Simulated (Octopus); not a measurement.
WC (P-6m2, No. 187): Octopus summary

WC (P-6m2, No. 187):
```
WC
1.0
    2.91659     0.00000     0.00000
   -1.45829     2.52584     0.00000
    0.00000     0.00000     2.83944
W C
1 1
Direct
  0.00000   0.00000   0.00000
  0.66667   0.33333   0.50000
```
The cell is a database entry, not relaxed again.

Level: LDA. Code: Octopus 16.4. Numerical set-up: grid spacing about 0.15 Å, Γ-centred 12×12×10 k-mesh, Fermi-Dirac smearing of 0.1 eV, no spin polarisation; PseudoDojo 0.4 LDA potentials. Spin-orbit coupling is left out.

### Question
What band gap does LDA give on the standard high-symmetry path?

### Answer
none: the highest band that would be full and the next one overlap by 1.2 eV.
